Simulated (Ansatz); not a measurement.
Is this Zn₃Cd₂S₅ structure a true minimum?

It was reached by relaxing an invented guess, and it needn't be the stable form of this composition.

Computed with DFT PBE, scalar-relativistic, plane waves, PAW (Ansatz). Plane waves to 420 eV, a k mesh through Γ of 10×10×10 on the computed 10-atom cell and Gaussian smearing (0.02 eV); no spin polarisation.

The cell below (10 atoms, space group I-4m2 (No. 119)) is relaxed within its symmetry.

```
Zn Cd S
1.0
    -1.98111    1.98111   14.24050
     1.98111   -1.98111   14.24050
     1.98111    1.98111  -14.24050
Zn Cd S
3 2 5
Direct
  0.59234 0.59234 0.00000
  0.00000 0.00000 0.00000
  0.40766 0.40766 0.00000
  0.80578 0.80578 0.00000
  0.19422 0.19422 0.00000
  0.25000 0.75000 0.50000
  0.63815 0.13815 0.50000
  0.04615 0.54615 0.50000
  0.45385 0.95385 0.50000
  0.86185 0.36185 0.50000
```

For the test it was strained at random (σ = 1.5 % a component), the atoms were moved at random (σ = 0.15 Å), and all was relaxed again on a coarse 4×4×4 mesh (in the run’s order of axes) with 0.10 eV smearing, with no symmetry imposed.

Question: What happens?

Answer: It returns, within 1 meV/atom of the unmoved cell on that mesh and with the same symmetry when read at 0.1 Å. So it is stable against the distortions that fit this cell and that this random move excites. Modes that don't fit the cell aren't tested.
